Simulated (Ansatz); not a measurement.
AlGa₃N₄:
```
CELL_PARAMETERS angstrom
      3.16332     0.00000     0.00000
     -1.58166     2.73952     0.00000
      0.00000     0.00000    10.27828
ATOMIC_POSITIONS crystal
  Ga 0.66667 0.33333 0.00274
  N  0.66667 0.33333 0.19287
  Ga 0.00000 0.00000 0.25545
  N  0.00000 0.00000 0.44565
  Ga 0.66667 0.33333 0.50858
  N  0.66667 0.33333 0.69936
  Al 0.00000 0.00000 0.75500
  N  0.00000 0.00000 0.93904
```

DFT-r²SCAN in the program Ansatz with PAW potentials gives a gap of 2.80 eV without spin–orbit coupling, maximum at Γ, minimum at Γ.

Question: What happens when spin–orbit coupling is switched on?

Answer: The gap hardly moves, to 2.80 eV; maximum at Γ, minimum at Γ.

Question: Give the electron effective mass with spin–orbit coupling.

Answer: 0.22 mₑ (isotropic).

Question: Give the hole effective mass with spin–orbit coupling.

Answer: 0.48, 0.48, 3.9 mₑ (principal values).

Space group P3m1. The start of the workflow was typed in or built on a structure type; neither database checked (COD, Materials Project) lists it. Its standing as an ambient phase is unchecked. The r²SCAN relaxation kept the symmetry of its start; whether a distortion lowers the energy is not shown.

Potentials: the earlier of the program's two PAW sets.
